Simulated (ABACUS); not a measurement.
A self-consistent single point of Ge (P6_3/mmc, 4 atoms in the cell; from Materials Project mp-1007760, changed as shown).

```
Ge
1.0
    4.05113     0.00000     0.00000
   -2.02556     3.50838     0.00000
    0.00000     0.00000     6.68777
Ge
4
Direct
  0.66667   0.33333   0.06290
  0.33333   0.66667   0.93710
  0.33333   0.66667   0.56290
  0.66667   0.33333   0.43710
```

All values come from this method and carry its errors: PBEsol, numerical atomic orbitals TZP (confined pseudo-atomic orbitals with Gaussian additions; energy shift 0.01 Ry), PseudoDojo 0.4 standard norm-conserving PBEsol (tails mended) pseudopotentials run with ABACUS.

ABACUS settings:

- basis: TZP numerical atomic orbitals, energy shift 0.01 Ry
- KPT: Gamma 8 8 4 0 0 0
- basis_type: lcao
- ecutwfc: 100 Ry
- smearing_method: fd
- smearing_sigma: 0.00367493 Ry
- potentials: PseudoDojo 0.4 standard norm-conserving PBEsol (tails mended)
- symmetry: 1
- symmetry_prec: 1e-05
- ks_solver: genelpa
- scf_nmax: 100
- scf_thr: 1.0e-07
- mixing_type: broyden
- mixing_beta: 0.7

Results:

Number of valence electrons: 56
Number of bands: 38
Number of k-points after the program's reduction: 30
Size of the basis: 136
Number of SCF iterations: 8
Free energy E − TS: -9708.6673 eV
Top of the valence band (on the code's own zero): 8.69 eV
Gap on the k-point mesh: 0.19 eV
Pressure: -2.18 GPa

Stress (GPa, positive for compression):
```
-2.07   0.00   0.00
 0.00  -2.07   0.00
 0.00   0.00  -2.39
```

The gap is read on the k-point mesh of the run and can differ from the gap over the whole zone at this level.

For comparison: a first run was changed to give this one (volume scaled by 1.06), and from it to this one the free energy goes up by 2.9 meV/atom and the pressure goes from 1.68 to -2.18 GPa.

The atom-centred basis is finite, which shifts total energies, pressures and gaps against plane waves. The structure comes from a collection of computed structures, made at another level of theory; the collection holds predicted forms beside known ones. Its lattice was then scaled.

Cost on one core: very roughly 27 core-seconds.

The atomic orbitals were generated for these runs; they are not ABACUS's published sets and were checked against plane waves on a few crystals only.

“Tails mended”: in these copies of the files the far tail of each local potential was reset to the Coulomb form.
